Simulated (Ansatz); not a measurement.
BaTiO$_{3}$ in space group P4mm (No. 99; Ba on 1b, Ti on 1a, O on 2c, O on 1a) under volume change, LDA (plane waves, PAW; program Ansatz), shape and atoms relaxed at each volume.

| V (Å³/atom) | E − E(relaxed) (meV/atom) | P (GPa) |
|---|---|---|
| 11.155 | 63.8 | 21.04 |
| 11.523 | 25.7 | 12.40 |
| 11.891 | 5.8 | 5.29 |
| 12.259 | 0.0 | 0.00 |
| 12.626 | 4.8 | -3.96 |
| 12.994 | 17.3 | -6.75 |
| 13.362 | 34.8 | -8.35 |

Q: What does a third-order Birch–Murnaghan fit give for V₀, B₀ and B′?

A: V₀ = 12.26 Å³/atom, B₀ = 149 GPa, B′ = 9.0.

The cell was relaxed with LDA under the symmetry of its start. At this level the phase is dynamically unstable (imaginary phonons). The run is not spin-polarised. Scalar-relativistic: spin–orbit coupling is off unless named, which matters more the heavier the elements.

Potentials: the earlier of the program's two PAW sets.
